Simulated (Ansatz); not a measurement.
B$_{4}$C:
```
B4C
1.0
    4.37616     2.79698     0.00000
   -4.37616     2.79698     0.00000
   -2.43083     0.00000     4.42055
B C
12 3
Cartesian
 -2.10696   2.79698   3.70192
  0.25047   1.89666   2.14272
  0.25047   3.69729   2.14272
 -2.70193   3.70570   2.23065
 -2.70193   1.88825   2.23065
 -2.13200   2.79698   0.79830
 -0.31046   2.79698   3.58878
 -1.18546   1.37446   3.07130
 -1.18546   4.21949   3.07130
 -1.25859   4.23314   1.32265
 -1.25859   1.36081   1.32265
 -6.77582   2.79698   4.37221
 -0.39883   2.79698   0.77358
 -5.43191   2.79698   3.89707
  3.06845   2.79698   0.45960
```

Relaxed with r²SCAN.

Task: Tabulate the valence density and the electron localisation function along the shortest B–B contact (1.74 Å), plane-wave PAW r²SCAN (Ansatz code).

Result: 

```
distance from B (Å)  density (e/Å³)   ELF
-------------------  --------------  ----
0.17                           0.52  0.02
0.26                           0.70  0.13
0.35                           0.86  0.44
0.43                           0.97  0.72
0.52                           1.02  0.88
0.61                           1.03  0.94
0.69                           1.01  0.97
0.78                           1.00  0.98
0.87                           0.99  0.98
0.95                           0.99  0.97
1.04                           1.00  0.96
1.13                           1.01  0.93
1.21                           1.00  0.87
1.30                           0.95  0.69
1.39                           0.85  0.39
1.47                           0.69  0.13
1.56                           0.51  0.01
```

The density is the valence pseudo-density with augmentation charge, so density and ELF within about 1 Å of a nucleus are not all-electron values.

Space group Cm. The first step of the workflow began from a Materials Project structure, measured or hypothetical; the Crystallography Open Database copy checked does not list it. Its standing as an ambient phase is unchecked. The cell was relaxed with r²SCAN under the symmetry of its start; of distortions, only those at the zone centre were tested.

Potentials: the earlier of the program's two PAW sets.
